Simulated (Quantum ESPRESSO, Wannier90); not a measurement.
# CaPdF₆ (R-3): Wannier90 run

```
begin unit_cell_cart
ang
   -2.5705051600    4.4522455382    0.0000000000
   -5.1410103199    0.0000000000    0.0000000000
   -2.5705051600    1.4840818461    4.8917930000
end unit_cell_cart
begin atoms_frac
Ca   0.5000000000  0.5000000000  0.5000000000
Pd   0.0000000000  0.0000000000  0.0000000000
F    0.3844900000 -0.2182600000 -0.2300370000
F   -0.3844900000  0.2182600000  0.2300370000
F   -0.2182600000  0.0638070000 -0.2300370000
F    0.2182600000 -0.0638070000  0.2300370000
F    0.0638070000  0.3844900000 -0.2300370000
F   -0.0638070000 -0.3844900000  0.2300370000
end atoms_frac
```

Structure: Materials Project mp-7922, symmetrised, not relaxed again. COD (Crystallography Open Database) has an entry of this formula and space group (matched by these alone). Method: PBEsol plane waves in Quantum ESPRESSO 7.5 (PseudoDojo norm-conserving files, 68 Ry, no spin polarisation, no spin-orbit coupling), Bloch states on a 4×4×4 mesh through Γ, Wannier90 4.0.1. Density: 8×8×8 mesh, cold smearing 0.01 Ry.

Bands 15-16 form an isolated set from -5.98 to -5.77 eV relative to the valence-band maximum (on the path) and are turned into 2 Wannier functions by minimising the spread from the start: SCDM (isolated).

Centres (Cartesian, Å; one of the equivalent choices) and spreads:

```tsv
n	x	y	z	spread (Å²)	nearest atom
1	0.000	0.000	0.000	2.934	Pd2
2	0.000	0.000	0.000	2.934	Pd2
```

Ω_I = 5.85 Å², Ω_total = 5.87 Å²; the interpolated bands follow pw.x to 0.3 meV rms on the path. Only this start was tried; a symmetric start can stop on a saddle, and mixtures of these functions could lower the total by at most Ω_total − Ω_I.
